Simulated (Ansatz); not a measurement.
The start is a relaxed LiH cell, doubled along one cell vector, shaken by Gaussian noise of σ = 0.08 Å a coordinate. Cell shape, volume and atoms are optimised at zero target pressure with r2SCAN (plane waves to 500 eV, PAW, scalar-relativistic; Ansatz, a quantum-chemistry and plane-wave program). The first steps use a coarse 10×10×5 k-mesh.

Initial structure:
```
CELL_PARAMETERS angstrom
      0.00000     2.00271     2.00271
      2.00271     0.00000     2.00271
      4.00543     4.00543     0.00000
ATOMIC_POSITIONS crystal
  H  0.03532 0.02354 0.99313
  H  0.99493 0.96925 0.50118
  Li 0.45130 0.52927 0.26256
  Li 0.48191 0.48986 0.73999
```

Relative to the parent: It relaxes back to the parent, Fm-3m (No. 225)
Shortest distances (start → end): The closest pairs of elements (up to four, under 3.6 Å), start → end: H–Li 1.83 → 2.00 Å; Li–Li 2.69 → 2.83 Å; H–H 2.74 → 2.83 Å
Band gap at the end: 3.63 eV, direct at X (no spin-orbit coupling)
Optimiser moves: 4

Final structure:

Space group Fm-3m (No. 225); a = b = c = 4.005 Å, α = β = γ = 90.00°

| atom | site | symmetry | x | y | z |
|---|---|---|---|---|---|
| H | 4b | m-3m | 0.5000 | 0.5000 | 0.5000 |
| Li | 4a | m-3m | 0.0000 | 0.0000 | 0.0000 |
(The calculation used a cell of 2 atoms; values per cell refer to that cell.)

Final values are on a 14×14×14 k-mesh of the relaxed cell. No spin polarisation in the result.
